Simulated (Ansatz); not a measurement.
An Ansatz (a program for electronic structure) run. Input:

Ansatz 0.2 input:
```yaml
crystal:
  lattice:
    - [3.3718537147, 0.0, 0.0]
    - [-1.6859268574, 2.9201109748, 0.0]
    - [0.0, 0.0, 5.3418586745]
  atoms:
    - { symbol: Mn, position: [0.3333333333, 0.6666666667, 0.0065194083], spin: 4.54 }
    - { symbol: Mn, position: [0.6666666667, 0.3333333333, 0.5065194091], spin: -4.54 }
    - { symbol: O, position: [0.3333333333, 0.6666666667, 0.379910591], spin: -0.13 }
    - { symbol: O, position: [0.6666666667, 0.3333333333, 0.8799105916], spin: 0.13 }
kpoints:
  mp_grid: { grid: [9, 9, 5] }
hamiltonian:
  xc: r2scan
  pseudopotentials: { kind: paw }
magnetization: { spin_polarized: true }
scf:
  occupations: { method: gaussian, width: 0.02 }
checkpoint: { read: static.run }
output: { write_density: true, elf: true, volumetric_format: npy }
basis: { fft_grid_basis: typed }
```

Output (shortened):

```
Pseudopotential: Mn, paw, valence charge 15
Pseudopotential: O, paw, valence charge 6
Functional definition: r2SCAN
Crystal: 4 atoms, lattice volume = 52.597 Å³
Basis set: ecut = 500 eV, 1363 PW (Γ), exchange–correlation on 100×100×160 points (64 copies of the dense FFT grid, shifted against one another)
Bands: 31, of which v1, the nominal top of the filled ones, is band 21 counted from 1 (20 counted from 0)
Symmetry: 6 space group operations
Space group: P3m1 (ITA 156), of the structure as read, at distance tolerance 3.7e-5 Å
k-points: 50 of 405 (time reversal used)
Stability of the state it starts from, as read at its close in the collinear treatment (another_mixer)
Starting moments: Σ|m| = 9.34 μB on 4 of 4 sites; this step starts from the density that it was given
iter 1 solved again at ethr=2.77e-8 eV; its pass at ethr=3.10e-3 eV (dr2=1.16e-5 eV) is discarded
SCF iter   1: F=—  HF=-8947.407446 eV  |F-HF|=—  |Δ(HF+E_count)|=         —  Δρ=1.40e-7 (↑1.40e-7 ↓1.40e-7)  dr2=2.30e-11  dr2_τ=5.89e-13  dr2_m=1.75e-12  M=0.000 μB ∫|m|=9.443 μB  β_m=0.30  ethr=2.77e-8  ⟨swp⟩=3.1  Hψ=20747  notcnv=0
preconditioner: auto → Resta (q_TF=auto, 2.628 Å⁻¹)
spin=Collinear: Resta preconditioning applied to the charge; magnetization (m = ρ↑ − ρ↓) channel mixes plain (no charge-response kernel on spin).
SCF iter   2: F=-8947.407446 eV  HF=-8947.407446 eV  |F-HF|=1.82e-12  |Δ(HF+E_count)|=   1.24e-8  Δρ=1.07e-7 (↑1.07e-7 ↓1.07e-7)  dr2=1.22e-11  dr2_τ=5.17e-13  dr2_m=1.64e-12  M=0.000 μB ∫|m|=9.443 μB  ethr=1.00e-12  ⟨swp⟩=4.5  Hψ=8727  notcnv=0
SCF 1 converged in 2 iterations: F = -8947.407446 eV  dr2 = 1.22e-11
Stability not checked (another_mixer)
SCF converged after 2 iterations
Magnetization: 0.0000 μB (21.0000 up, 21.0000 down)
Absolute magnetization: 9.4433 μB (∫|ρ↑−ρ↓|, with the PAW one-centre terms)
Spin contamination: 4.8337 ħ² per cell (⟨S²⟩ above its minimum at these occupations)
Per-site moments (μB) at R_I (Å): [(3.8950266536499116, 0.8227737079187214), (-3.8950266504301143, 0.8227737074780178), (-0.09223510233199192, 0.8227737079187214), (0.09223510088008645, 0.8227737074780178)]
Free energy (F): -8947.407446 eV
Harris-Foulkes:  -8947.407446 eV  (|F-HF|=1.82e-12)
Internal energy: -8947.407446 eV  (E = F + TS)
E sigma→0 (E₀):  -8947.407446 eV
Fermi energy:    10.020837 eV
--- Per-component energies (eV) ---
  E_band       = -653.851805
  E_kinetic    = 950.266444
  E_local      = -5212.603318  (includes V_loc(G=0)·N_el)
  E_nonlocal   = 607.171623
  E_hartree    = 2109.718187
  E_xc         = -360.253175
  E_vxc        = -525.556386  (∫ρ·V_xc dr)
  E_paw        = -2957.045451  (= ΣΔE_a)
  E_vpaw       = -727.934530  (= ΣTr[D̂ρ^β])
  E_aug_tail   = 0.002072  (compensation charges beyond the density's cutoff)
  E_vtau       = 35.365977  (kinetic-family band-sum trace: ∫τ·v_τ [+ j·A + Jᵃ·Aᵃ] dr)
  E_ewald      = -4084.033862
  E_core_change = -0.629968  (= ΣΔE_core)
  E_smearing   =  0.000000  (= −TS)
  E_closure    = 0.000000  (closes the sum)
  Σ components = -8947.407446   (vs F -8947.407446, Δ=0.00e0)
  [band-id]    e_kinetic+e_local+e_nonlocal+2·e_hartree+e_vxc+e_vpaw+e_augmentation_tail+e_vtau = -653.851741   (vs E_band -653.851805, Δ=6.40e-5)
--- Band table (eV; the first three rows and the last of 100) ---
  k-point 0 ↑: bands = ["-74.5352", "-68.3146", "-42.0382", "-42.0382", "-42.0258", "-35.8789", "-35.8347", "-35.8347", "-10.3545", "-9.8098", "3.6635", "4.3087", "4.3087", "4.7045", "5.3652", "5.3652", "7.6300", "7.6300", "9.0638", "9.8595", "9.8595", …
  k-point 1 ↑: bands = ["-74.5352", "-68.3146", "-42.0382", "-42.0382", "-42.0258", "-35.8789", "-35.8347", "-35.8347", "-10.3101", "-9.8518", "3.6558", "4.3080", "4.3080", "4.5356", "5.3436", "5.3436", "7.6625", "7.6625", "9.0903", "9.8761", "9.8761", …
  k-point 2 ↑: bands = ["-74.5352", "-68.3146", "-42.0382", "-42.0382", "-42.0257", "-35.8790", "-35.8347", "-35.8347", "-10.2109", "-9.9473", "3.6801", "4.2440", "4.3069", "4.3069", "5.3096", "5.3096", "7.7146", "7.7146", "9.1919", "9.9028", "9.9028", …
  k-point 49 ↓: bands = ["-74.5335", "-68.3122", "-42.0563", "-42.0521", "-42.0228", "-35.8742", "-35.8639", "-35.8546", "-9.8686", "-9.6526", "4.0022", "4.0346", "4.0690", "4.6109", "5.1158", "5.5014", "7.1758", "7.9915", "8.4631", "8.5474", "8.9545", …
```

Cost: about 22 core-seconds (a rough figure) on shared cores.

Space group P6_3mc (wurtzite). The workflow started from an entry of the Crystallography Open Database (COD), which files this formula under 2 space groups. It is not the phase usual at ambient conditions (space group No. 225). Symmetry was held in the r²SCAN relaxation, as lowered by the spin order; whether a distortion lowers the energy is not shown. Spin order of the final state: antiferromagnetic, chosen from 2 collinear starts compared on coarse meshes (ties went to the first, and starts can fall back to one state), not a proven ground state. Other orbital occupations within this spin state were not tried. No Hubbard U is applied. Point labels and valley counts follow the cell and symmetry of the run, lower than the named group.

Potentials: the later of the program's two PAW sets.

Ansatz is a plane-wave DFT program.
